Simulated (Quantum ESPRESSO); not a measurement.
# PSi2AlC4: convergence and cost over cutoff and k mesh

Computed values, not a measurement. The program is pw.x of Quantum ESPRESSO 7.5 (plane-wave density functional theory). The cell is made up: 8 atoms on a wurtzite lattice, with randomly drawn elements, strain and displacements, not relaxed. PseudoDojo standard norm-conserving files (v0.5 for PBE, v0.4.1 for LDA and PBEsol) set the functional; there is no spin polarisation, spin-orbit coupling or dispersion term, and the masses in the input are unused placeholders.

Input of the run in row 4:

```
&control calculation='scf', pseudo_dir='./dojo.nc.sr.pbe.v0_5.standard.upf', outdir='./o', disk_io='medium', tprnfor=.true., tstress=.true. /
&system ibrav=0, nat=8, ntyp=4, nbnd=22, ecutwfc=82.02448710, nosym=.true., tot_charge=0,
 occupations='smearing', smearing='fd', degauss=0.0018374661
/
&electrons conv_thr=7.350e-09, electron_maxstep=60, /
ATOMIC_SPECIES
Al 1.0 Al.upf
C 1.0 C.upf
P 1.0 P.upf
Si 1.0 Si.upf
CELL_PARAMETERS angstrom
3.0818 -0.0406 -0.0561
-0.0704 5.3202 -0.0205
-0.0916 -0.0193 5.0537
ATOMIC_POSITIONS angstrom
P 0.0276 -0.0149 -0.0356
Si 1.4662 2.6507 0.039
Al 1.4526 0.7964 2.4926
Si -0.0997 3.509 2.535
C -0.0563 0.0621 1.8939
C 1.4326 2.5823 1.8873
C 1.4067 0.8482 4.4053
C -0.1026 3.4976 4.4347
K_POINTS automatic
6 4 4 1 1 1
```

The same cell was run at these settings. Meshes are shifted by half a step, and differences are from the last row, which is itself not exact.

| cutoff (eV) | k mesh | k points solved | threshold (eV) | free energy less the last row's (eV) | pressure (GPa) | largest stress difference (GPa) | largest force difference (eV/Å) | iterations | wall time (s) | k-point pools | processor |
| --- | --- | --- | --- | --- | --- | --- | --- | --- | --- | --- | --- |
| 781 | 2 x 2 x 2 | 4 | 1e-04 | -0.817 | 4.63 | 9.27 | 0.416 | 8 | 14 | 1 | AMD EPYC, Zen 5 class |
| 1116 | 2 x 2 x 2 | 4 | 1e-07 | -1.078 | 7.20 | 6.75 | 0.426 | 12 | 23 | 1 | AMD EPYC, Zen 5 class |
| 726 | 6 x 4 x 4 | 48 | 1e-07 | 0.454 | 4.18 | 4.05 | 0.012 | 12 | 85 | 1 | AMD EPYC, Zen 5 class |
| 1116 | 6 x 4 x 4 | 48 | 1e-07 | -0.002 | 8.08 | 0.14 | 0.007 | 12 | 155 | 1 | AMD EPYC, Zen 5 class |
| 1347 | 8 x 6 x 6 | 144 | 1e-07 | 0.000 | 8.14 | 0.00 | 0.000 | 13 | 699 | 1 | AMD EPYC, Zen 5 class |

Each pool is one process. Wall times include start-up and a band step at six k points, which weighs most on the coarsest meshes. The runs were on shared virtual cores whose load varied, so times are rough.